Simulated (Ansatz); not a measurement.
Consider a crystal of NiBr₃ in space group Pm-3m (No. 221), with Ni on 1a; Br on 3d. The cell of NiBr₃ is invented: perovskite family, tilts a0a0a0 (A site vacant; B site Ni; X site Br).

All numbers below come from DFT PBE, scalar-relativistic, plane waves, PAW (Ansatz). Cutoff 420 eV, Γ-centred mesh, Gaussian smearing, no spin polarisation.

Formation energies are uncorrected and refer to the elements' standard structures at the same level. The references include crystalline Br.

Question: Which cell and coordinates does it relax to?

Answer:

Space group Pm-3m (No. 221). a = 4.920 Å, b = 4.920 Å, c = 4.920 Å, α = 90.00°, β = 90.00°, γ = 90.00°
| atom | site | symmetry | x | y | z |
| --- | --- | --- | --- | --- | --- |
| Ni | 1a | m-3m | 0.0000 | 0.0000 | 0.0000 |
| Br | 3d | 4/mm.m | 0.5000 | 0.0000 | 0.0000 |

It has the ReO3 type. Ni has 6 Br at 2.46 Å; Br is surrounded by 2 Ni at 2.46 Å.

Question: And its energy and gap?

Answer: The energy over the elements is −0.04 eV/atom and the gap on the 10×10×10 mesh of the 4-atom cell is 0 eV (a metal). Whether it is stable depends on the other phases of the system, which aren't compared here.

The last run used Gaussian smearing of 0.10 eV. The k mesh leaves some 4 meV/atom of noise in the energy of each metallic cell. In such compounds of Ni a zero gap at this level may well be an artefact, since no Hubbard U is applied. An odd number of electrons in the primitive cell allows no gap without spin; a larger cell or a magnetic state could open one. The reference form of Br is held partly by dispersion forces, which this level lacks. Trial moments died out on the coarse mesh, so the last step has no spin; another magnetic start might hold. A structure relaxed within its symmetry needn't be a true minimum.
